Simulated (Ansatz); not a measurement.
PbSe (rock salt)

```
PbSe
1.0
    0.00000     3.10888     3.10888
    3.10888     0.00000     3.10888
    3.10888     3.10888     0.00000
Se Pb
1 1
Direct
  0.00000   0.00000   0.00000
  0.50000   0.50000   0.50000
```

Two-dimensional scan of atom 2 (Pb, nearest neighbour Se at 3.109 Å; its periodic images, 4.4 Å or more away, move with it): u runs along (1.000, 0.000, 0.000), v along (0.000, 0.000, 1.000) (Cartesian). Cell and other atoms are fixed.

All values below come from PBE (plane waves to 420 eV, PAW, scalar-relativistic; Ansatz, a program for electronic structure). k mesh 8×8×8 (Γ-centred), Fermi-Dirac smearing 0.05 eV. Stress and pressure are positive under compression. PbSe was relaxed with its symmetry unable to fall. Spin-orbit coupling is left out, though Pb is heavy.

Changes of P (GPa) from the point u = 0.000 Å, v = 0.000 Å when one coordinate moves alone (two changes are said to add if the coupling is within 5 % of the smaller one, nearly so within 20 %):

| point | change |
|---|---|
| u = 0.000 Å, v = -1.030 Å | 27.55 |
| u = 0.000 Å, v = -0.687 Å | 8.26 |
| u = 0.000 Å, v = -0.343 Å | 1.60 |
| u = -1.030 Å, v = 0.000 Å | 27.55 |
| u = -0.687 Å, v = 0.000 Å | 8.26 |
| u = -0.343 Å, v = 0.000 Å | 1.60 |
| u = 0.343 Å, v = 0.000 Å | 1.60 |
| u = 0.687 Å, v = 0.000 Å | 8.26 |
| u = 1.030 Å, v = 0.000 Å | 27.55 |
| u = 0.000 Å, v = 0.343 Å | 1.60 |
| u = 0.000 Å, v = 0.687 Å | 8.26 |
| u = 0.000 Å, v = 1.030 Å | 27.55 |

### Question
Do the two effects add at u = 0.343 Å, v = -0.687 Å? Give the computed change.

### Answer
The sum of the single changes is 1.60 + (8.26) = 9.86; the calculation gives 8.93, so the coupling contributes -0.93 (over 20 % of the smaller single change, not additive).

### Question
Do the two effects add at u = 0.687 Å, v = 0.687 Å? Give the computed change.

### Answer
The sum of the single changes is 8.26 + (8.26) = 16.52; the calculation gives 12.37, so the coupling contributes -4.15 (over 20 % of the smaller single change, not additive).

### Question
Do the two effects add at u = -1.030 Å, v = -1.030 Å? Give the computed change.

### Answer
The sum of the single changes is 27.55 + (27.55) = 55.10; the calculation gives 25.66, so the coupling contributes -29.44 (over 20 % of the smaller single change, not additive).

(For displaced atoms, the force is minus the slope of the energy, and its curvature is a force constant, which sets phonon frequencies.)
